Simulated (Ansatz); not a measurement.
**NaI, a database entry at a rescaled volume**

```xyz
2
Lattice="0.0000 3.2673 3.2673 3.2673 0.0000 3.2673 3.2673 3.2673 0.0000" Properties=species:S:1:pos:R:3 pbc="T T T"
Na    0.0000    0.0000    0.0000
I     3.2673    3.2673    3.2673
```

The numbers come from plane-wave PAW DFT (Ansatz): r2SCAN, no spin polarisation, 500 eV, 7×7×7 Γ-centred k points, fermi-dirac occupations (width 0.1 eV). Nothing was relaxed.

Give the Bader charges.

Bader charges in e: Na +0.88, I -0.88. In the mean Na gives up most and I takes most.

What is the band gap?

The gap is 4.34 eV, direct at the points sampled.

What is the formation energy?

-1.48 eV an atom against the elements' usual phases (free molecules for gases, crystals otherwise, with no correction for O₂ or N₂), so it is bound against them; other compounds may still compete. Relaxing would lower it.

Describe some of the short contacts.

Na–I at 3.27 Å: least valence density 0.05 e/Å³ and ELF 0.02 there, a closed-shell (ionic or weak) contact. Both are smooth PAW fields, read partly inside the augmentation spheres.

What is the character of the valence top and the conduction bottom?

Within 0.7 eV of the edges, the states project mainly on I p (99 %) below the gap and on Na s (73 %) and I s (19 %) above it.

Is the cell too large or too small?

The pressure is -0.5 GPa (compression positive), so with the atoms held at these fractions the cell would first shrink.

Origin: a database entry at a rescaled volume. Caveats: no spin-orbit coupling, which can shift this gap by tenths of an eV.
